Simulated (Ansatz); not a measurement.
This run works on a generated trial structure, not on a known crystal.

Input and command of a plane-wave DFT calculation in Ansatz:

```yaml
crystal:
  lattice:
    - [-2.44139002, 2.9162314, 4.58823653]
    - [2.44139002, -2.9162314, 4.58823653]
    - [2.44139002, 2.9162314, -4.58823653]
  atoms:
    - { symbol: Zr, position: [0.47678914, 0.22976886, 0.24702028] }
    - { symbol: Zr, position: [0.52321086, 0.77023114, 0.75297972] }
    - { symbol: Zr, position: [0.98274857, 0.22976886, 0.75297972] }
    - { symbol: Zr, position: [0.01725143, 0.77023114, 0.24702028] }
    - { symbol: B, position: [0.0, 0.5, 0.5] }
    - { symbol: B, position: [0.5, 0.5, 0.0] }
    - { symbol: S, position: [0.5, 0.0, 0.5] }
basis:
  ecutwfc: 420
kpoints:
  mp_grid: { grid: [3, 3, 3] }
hamiltonian:
  xc: pbe
scf:
  occupations: { method: gaussian, width: 0.15 }
  lower_state_search: "off"
output:
  forces: true
  stress: true
  eigenvalues: true
relax:
  adjacent_minimum: "off"
  f_tol: 0.08
  max_steps: 16
  cell: { stress_tol: 0.8 }
```

```bash
ansatz run input.yaml --threads 1 --pin off --max-ram 2560MiB --backend cpu --events-out ev --progress --plain --runs-dir out
```

Processor: Intel(R) Xeon(R) Processor @ 2.50GHz (Skylake/Cascade Lake), 1 thread, on a host shared with other jobs.

Q: Estimate time, memory and problem size.

A: About 2.2 min, peak memory 0.43 GiB. It solves 37 bands at 8 k points (after reduction by symmetry) with about 2807 plane waves (on the last cell), in 84 SCF iterations over 13 ionic steps.
